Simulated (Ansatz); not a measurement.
Given:

KTaO3:
```
KTaO3
1.0
    4.02439     0.00000     0.00000
    0.00000     4.02439     0.00000
    0.00000     0.00000     4.02439
K Ta O
1 1 3
Cartesian
  2.01219   2.01219   2.01219
  0.00000   0.00000   0.00000
  0.00000   2.01219   0.00000
  2.01219   0.00000   0.00000
  0.00000   0.00000   2.01219
```

This is the PBE-relaxed structure.

Question: All from DFT-PBE in the program Ansatz with PAW potentials, unless another level is named. Estimate the band gap.

Answer: 2.16 eV (indirect).

Question: Predict the electron effective mass, band 1 of 3 at the edge.

Answer: 6.7 along [100], 0.61 along [110], 0.47 along [111] (mₑ).

Question: Predict the smallest direct gap on the standard path.

Answer: 2.78 eV.

Question: And the weight of the conduction-edge state by species (Voronoi cells)?

Answer: Ta 69 %, O 29 %, K 2 %.

Question: Give the conduction-band minimum.

Answer: at Γ.

Question: What about the valence-band maximum?

Answer: at R.

Space group Pm-3m (cubic perovskite). The PBE relaxation kept the symmetry of its start. At this level the phase is dynamically unstable (imaginary phonons). The run is not spin-polarised. Scalar-relativistic: spin–orbit coupling is off unless named, which matters more the heavier the elements.

Potentials: the later of the program's two PAW sets.
